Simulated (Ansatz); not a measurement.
This cell of Gd (hcp, Mg type) is off equilibrium:

```xyz
2
Lattice="3.6392 0.0000 0.0000 -1.8196 3.1517 0.0000 0.0000 0.0000 5.9092" Properties=species:S:1:pos:R:3 pbc="T T T"
Gd     0.0000     2.1011     4.4319
Gd     2.0261     1.2570     1.4773
```

Calculation: r2SCAN (plane waves to 500 eV, PAW, scalar-relativistic; Ansatz, an electronic-structure program). k mesh 12×12×7 (Γ-centred), Fermi-Dirac smearing 0.05 eV. E stands for the smeared free energy. Stress and pressure are positive under compression. With partly filled bands, energies and forces of such displacements shift with the k mesh and the smearing. Gd was relaxed with its symmetry unable to fall. Relaxed Gd ends ferromagnetic. Other magnetic orders were not checked, so this need not be the ground state. The filling of the f shell was not checked against other fillings, so treat energies with care.

Problem. What forces act on the atoms (eV/Å, Cartesian)?

Solution. 
| atom | Fx | Fy | Fz |
|---|---|---|---|
| Gd1 | 0.253 | 0.218 | 0.000 |
| Gd2 | -0.253 | -0.218 | 0.000 |

Problem. Give the stress tensor in GPa and the pressure.

Solution. 
```
    0.6      0.7      0.0
    0.7     -0.9      0.0
    0.0      0.0      0.4
```
The pressure, a third of the trace, is 0.0 GPa.

Problem. In it atom 2 sits (0.206, 0.206, 0.000) Å away from its relaxed site. What is its energy relative to the relaxed cell?

Solution. 50 meV/cell.

(A displaced cell: forces are minus the slopes of the energy, force constants its curvatures, and phonons follow from these.)
